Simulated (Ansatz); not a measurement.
# NaEuO2 in the NaFeO2-type structure

Computed with Ansatz (plane waves, PAW, 420 eV cutoff): PBEsol, scalar-relativistic, collinear spin, 10×10×10 k-mesh, Gaussian smearing of 0.05 eV. The datasets are Ansatz's generated set soft_2.

```xyz
4
Lattice="1.7328 1.0004 5.4944 -1.7328 1.0004 5.4944 0.0000 -2.0009 5.4944" Properties=species:S:1:pos:R:3 pbc="T T T"
Na    0.0000    0.0000    8.2417
Eu    0.0000    0.0000    0.0000
O     0.0000    0.0000    4.3127
O     0.0000    0.0000   12.1706
```

The structure was built from a prototype; whether the compound forms in it isn't claimed.

Magnetic state: ferromagnetic, site spin moments Eu 5.98; O -0.12 μB.

Cell and atoms are those of this level's equilibrium.

The cell has space group R-3m (read at 0.01 Å). In it the stress is 0.02, 0.02, -0.01, 0.00, 0.00, 0.00 GPa and the largest force component 0.002 eV/Å. Each change below starts from this cell, without further relaxation. Stress is in GPa, positive in compression, in the order xx, yy, zz, yz, xz, xy; energies are counted from the cell above and are free energies with the smearing's entropy, which match forces and stress in a metal.

**Question.** What happens when atom 4 (O) is moved by 0.20 Å along z?

**Answer.** The energy changes by 148.7 meV per cell, and the force on it along the shift is -1.440 eV/Å (−F/u = 7.20 eV/Å²). Stress: -2.55, -2.55, -4.39, 0.00, 0.00, 0.00. Spin moments: Eu 6.02; O -0.13, -0.16 μB.
```
atom  Fx (eV/Å)     Fy      Fz
 Na1      0.000  0.000   0.008
 Eu2      0.000  0.000   0.799
  O3      0.000  0.000   0.633
  O4      0.000  0.000  -1.440
```
In a harmonic crystal the energy would rise by −½F·u = ½ × 7.20 × 0.20² eV = 144.0 meV, close to the run's value; the rest is anharmonic or numerical.

**Question.** What stress follows from an engineering strain of 3 % in zz, atoms carried along?

**Answer.** -1.62, -1.62, -3.91, 0.00, 0.00, 0.00 GPa; the energy changes by 21.1 meV per cell.
| atom | Fx (eV/Å) | Fy | Fz |
| --- | --- | --- | --- |
| Na1 | 0.000 | 0.000 | 0.000 |
| Eu2 | 0.000 | 0.000 | 0.000 |
| O3 | 0.000 | 0.000 | 0.229 |
| O4 | 0.000 | 0.000 | -0.229 |
The change of the stress over the strain gives a clamped-atom stiffness of about 130 GPa for this component, a secant value that lies under the elastic constant in tension and over it in compression, by several per cent for each per cent of strain.
In a harmonic crystal the energy would rise by V(½Cε² − σ₀ε), with σ₀ the stress of the unstrained cell, = 21.0 meV, which matches.

Semilocal functionals without a Hubbard U often give a metal, as here, for f-electron compounds that are insulators. No spin–orbit coupling, a notable omission for heavy elements. The run wasn't fully tested for a lower electronic state. Site moments are of spin, integrated over atomic spheres. For an f⁶ shell, the formal count of Eu here, Hund's rules give L = S = 3 and J = 0, a non-magnetic ion. Spin-polarised DFT, with or without U, favours a large spin moment instead, a known failure, so moments and magnetic energies here aren't predictions. No antiparallel order was tried.
